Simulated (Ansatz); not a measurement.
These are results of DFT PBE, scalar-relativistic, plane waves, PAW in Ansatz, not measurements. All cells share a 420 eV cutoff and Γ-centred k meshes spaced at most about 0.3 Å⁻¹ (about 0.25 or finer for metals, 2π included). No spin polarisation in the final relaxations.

All energies are static (0 K, no zero-point motion).

Two forms of ScGa₃N₂ were relaxed alike.

A.

```
Sc Ga N
1.0
     5.42574    0.00000    0.00000
    -2.71287    4.69883    0.00000
     0.00000    0.00000    3.19530
Sc Ga N
1 3 2
Direct
  0.00000 0.00000 0.00000
  0.50000 0.00000 0.50000
  0.00000 0.50000 0.50000
  0.50000 0.50000 0.50000
  0.33333 0.66667 0.00000
  0.66667 0.33333 0.00000
```

B.

```
Sc Ga N
1.0
     1.61926    0.93488   10.13532
    -1.61926    0.93488   10.13532
     0.00000   -1.86976   10.13532
Sc Ga N
1 3 2
Direct
  0.40455 0.40455 0.40455
  0.22876 0.22876 0.22876
  0.14490 0.14490 0.14490
  0.98255 0.98255 0.98255
  0.33747 0.33747 0.33747
  0.91815 0.91815 0.91815
```

Problem. Which is lower in energy, and by how much?

Solution. B is lower, by 0.65 eV/atom. A has space group P6/mmm (No. 191), 13.6 Å³/atom and no gap on its mesh; B has space group R3m (No. 160), 15.3 Å³/atom and no gap. Counting N atoms around Ga and Sc (those within 1.25 times the shortest such distance or 1.15 times the sum of covalent radii; a plus sign parts nearer from farther groups; the shortest distance is added where it is long for a bond; a slash parts the counts of unlike sites), A has Sc 6 from 3.1 Å, Ga 4 and B has Sc 1, Ga 3/4/3+3 from 3.7 Å. The lower one is the more open, so pressure narrows the difference. Both come from invented guesses. A third cell relaxed alike, in P-4m2, lies 31 meV/atom below the lower of the two.

Cells relaxed within their symmetry can be saddle points.
